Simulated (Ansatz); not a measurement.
Bi$_{2}$Se$_{3}$ (Bi2Te3 type, space group R-3m)

```
Bi2Se3
1.0
    2.07230     1.19644     9.75526
   -2.07230     1.19644     9.75526
    0.00000    -2.39289     9.75526
Bi Se
2 3
Direct
  0.39938   0.39938   0.39938
  0.60062   0.60062   0.60062
  0.00000   0.00000   0.00000
  0.21420   0.21420   0.21420
  0.78580   0.78580   0.78580
```

The slice is a (-1 1 0 4) plane (indices of the conventional cell) through the point (0.786, 0.786, 0.786) (fractional), spanned by u = [1 0 -1] and v = [1 -1 1] in vectors of this cell: u (4.14 Å) and v (10.87 Å, at 90° to u). It covers one period; positions are fractions (u, v).

Level of theory: r2SCAN+rVV10 (plane waves to 500 eV, PAW, scalar-relativistic; Ansatz, a quantum-chemistry and plane-wave program). k mesh 9×9×9. These are valence fields of a PAW run, semicore shells included where kept as valence: close to a nucleus they are smooth pseudo fields. Bi2Se3 was relaxed with its symmetry unable to fall. Spin-orbit coupling is left out, though Bi is heavy.

### Question
Sketch the electron localisation function (ELF) on this plane as a map.

### Answer
```
|**%%%%--  --%%%%|
|%%%%++..  ..++%%|
|--::..      ..::|
|::....--==--....|
|::..==%%@@%%==..|
|..::%%@@%%@@%%::|
|  --@@@@xx@@@@--|
|  ::%%@@@@@@%%::|
|    ::++**++::  |
|    ..::--::..  |
|==----==++==----|
|####====++====##|
|%%%%++--==--++%%|
|@@@@**::::::**@@|
|%%##==      ==##|
|....          ..|
|::..          ..|
|@@@@**      **@@|
|%%@@@@--  --@@@@|
|xx##@@==  ==@@##|
```
Scale: ten equal steps from 0.01 (start of ' ') to 0.83 (end of '@'), in the order ' .:-=+*#%@'. Values: electron localisation function (ELF). The map has 8 points along u (two characters each, u = 0 at the left) and 20 along v (v = 0 in the bottom row). Points within 0.5 Å of a nucleus are blanked (x), as the pseudised field means little there.
